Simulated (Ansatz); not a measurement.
Below is a relaxed structure of Hf₂TiN₃. The cell was found from a structure generator's guess, not taken from experiment.

The calculation used DFT PBE, scalar-relativistic, plane waves, PAW (Ansatz). Cutoff 420 eV, Γ-centred mesh, Gaussian smearing, no spin polarisation.

```
Hf Ti N
1.0
     3.16399    0.00000    0.00000
    -1.58199    2.74009    0.00000
     0.00000    0.00000    7.67369
Hf Ti N
2 1 3
Direct
  0.33333 0.66667 0.67576
  0.66667 0.33333 0.32424
  0.00000 0.00000 0.00000
  0.66667 0.33333 0.84226
  0.00000 0.00000 0.50000
  0.33333 0.66667 0.15774
```

Formation energies are uncorrected and refer to the elements' standard structures at the same level (N₂ as a molecule).

(1) What space group does it have?

(2) What is its formation energy per atom?

(3) Is it a metal?

## Answers

(1) P-3m1 (No. 164), with Hf and Ti ordered on rock salt sites. Conventional cell: a = 3.164 Å, c = 7.674 Å. Hf is surrounded by 6 N at 2.23–2.27 Å, 3 Ti at 3.09 Å and 9 Hf at 3.16–3.26 Å; Ti has 6 N at 2.19 Å and 6 Hf at 3.09 Å; N on a site of symmetry 3m is surrounded by 3 Ti at 2.19 Å and 3 Hf at 2.23 Å; N on a site of symmetry -3m is surrounded by 6 Hf at 2.27 Å.

(2) −1.66 eV/atom. It lies below the elements, which doesn't yet make it stable against other compounds or structures.

(3) Yes, bands cross the Fermi level on the 12×12×6 mesh.

The last run used a 12×12×6 mesh (in the run's order of axes) for its 6-atom cell and Gaussian smearing of 0.10 eV. These runs have no spin–orbit coupling, which can matter for Hf. A later test with randomly moved atoms came back to the same energy, though modes that don't fit the test's cell weren't probed.
